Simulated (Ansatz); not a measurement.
Vibrational response of AlAs4

All numbers below come from DFT PBE, scalar-relativistic, plane waves, PAW in Ansatz. Settings: 420 eV plane-wave cutoff, Γ-centred 12×12×2 mesh, Gaussian smearing of 0.10 eV. No spin polarisation. Phonons by linear response, acoustic sum rule imposed.

Relaxed structure:
```yaml
crystal:
  lattice:
    - [3.84209, 0.00000, 0.00000]
    - [-1.92104, 3.32735, 0.00000]
    - [0.00000, 0.00000, 20.38907]
  atoms:
    - { symbol: Al, position: [0.33333, 0.66667, 0.04289] }
    - { symbol: Al, position: [0.66667, 0.33333, 0.95711] }
    - { symbol: As, position: [0.66667, 0.33333, 0.08921] }
    - { symbol: As, position: [0.33333, 0.66667, 0.91079] }
    - { symbol: As, position: [0.00000, 0.00000, 0.26634] }
    - { symbol: As, position: [0.33333, 0.66667, 0.33093] }
    - { symbol: As, position: [0.66667, 0.33333, 0.46785] }
    - { symbol: As, position: [0.33333, 0.66667, 0.53215] }
    - { symbol: As, position: [0.00000, 0.00000, 0.73366] }
    - { symbol: As, position: [0.66667, 0.33333, 0.66907] }
```

The structure comes from a proposed guess, relaxed at this level; another structure or a mixture of phases may lie lower. In a metal, frequencies depend on the k mesh and the smearing, soft modes most. No dispersion correction is applied, so modes and constants that involve weak contacts between layers, chains or molecules come out too soft.

Problem. Is this structure stable against zone-centre distortions?

Solution. Yes, at Γ: no optical mode is imaginary. Strains and other wave vectors aren't tested by this run.

Problem. List the optical modes at Γ (i marks imaginary ones).

Solution.
| frequency (cm⁻¹) | degeneracy |
| --- | --- |
| 5 | 2 |
| 12 | 1 |
| 14 | 2 |
| 25 | 2 |
| 26 | 1 |
| 43 | 1 |
| 101 | 2 |
| 168 | 1 |
| 204 | 2 |
| 206 | 2 |
| 207 | 2 |
| 256 | 1 |
| 266 | 1 |
| 266 | 1 |
| 279 | 1 |
| 337 | 1 |
| 365 | 2 |
| 395 | 2 |
